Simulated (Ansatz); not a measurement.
Total density of states per atom from DFT-r²SCAN in the program Ansatz with PAW potentials, in 0.25 eV bins, energy from the valence-band maximum:

```
E (eV) | states/eV/atom
    -7.28 |  0.00
    -7.03 | ### 0.26
    -6.78 | ############# 1.22
    -6.53 | ########### 1.03
    -6.28 | ########## 0.94
    -6.03 | ################ 1.43
    -5.78 | ################# 1.57
    -5.53 | ################# 1.54
    -5.28 | ################## 1.64
    -5.03 | ################# 1.53
    -4.78 | ############## 1.26
    -4.53 | ############# 1.23
    -4.28 | ################## 1.62
    -4.03 | ######## 0.73
    -3.78 |  0.00
    -3.53 |  0.00
    -3.28 |  0.00
    -3.03 |  0.00
    -2.78 |  0.00
    -2.53 |  0.00
    -2.28 |  0.00
    -2.03 |  0.00
    -1.78 |  0.00
    -1.53 | ############## 1.26
    -1.28 | ############################## 2.74
    -1.03 |  0.00
    -0.78 |  0.00
    -0.53 | ######### 0.83
    -0.28 | ########## 0.89
    -0.03 | ########## 0.95
     0.22 |  0.00
     0.47 |  0.00
     0.72 |  0.00
     0.97 |  0.00
     1.22 |  0.00
     1.47 |  0.00
     1.72 |  0.00
     1.97 |  0.00
     2.22 |  0.00
     2.47 |  0.00
     2.72 |  0.00
     2.97 |  0.00
     3.22 |  0.01
     3.47 |  0.02
     3.72 |  0.04
     3.97 | # 0.07
     4.22 | #################### 1.86
     4.47 | ######################## 2.22
     4.72 | ### 0.23
     4.97 | ##### 0.44
     5.22 | ######### 0.84
     5.47 | ############# 1.18
     5.72 | ## 0.20
     5.97 | ## 0.14
     6.22 | ## 0.15
     6.47 | ## 0.15
     6.72 | ## 0.15
     6.97 | ## 0.15
     7.22 | # 0.13
     7.47 | ## 0.15
     7.72 | ## 0.22
```

**Question.** Which compound is it?
A) Mn2Sn, P4/nmm (Mn on 2a, Mn on 2c, Sn on 2c)
B) MnF2, Pbcn (Mn on 4c, F on 8d)
C) CaF2, fluorite
D) CaF2, rutile

**Answer.** B, MnF2, Pbcn (Mn on 4c, F on 8d). Top 1 eV of the valence band: Mn 3d 80 %, F 2p 18 %. Bottom 1 eV of the conduction band: Mn 4s 67 %, Mn 3d 14 %, F 2s 13 %. Projections are on Löwdin-orthogonalised atomic valence shells; empty p or d shells of many metals are not among them.

The workflow started from a Materials Project entry (that database holds measured and hypothetical structures alike); the Crystallography Open Database copy checked does not list it. COD files the formula under space group No. 136. Whether it is the stable phase at ambient conditions was not checked. Symmetry was held in the r²SCAN relaxation, as lowered by the spin order; whether a distortion lowers the energy is not shown. Magnetic state: antiferromagnetic, chosen from 4 collinear starts compared on coarse meshes (ties went to the first, and starts can fall back to one state), not a proven ground state. Other orbital occupations within this spin state were not tried. No Hubbard U is applied.

Potentials: the earlier of the program's two PAW sets. The files were generated under PBE; for other functionals the program regenerates the frozen cores, and for LDA and PBEsol the local potential too.
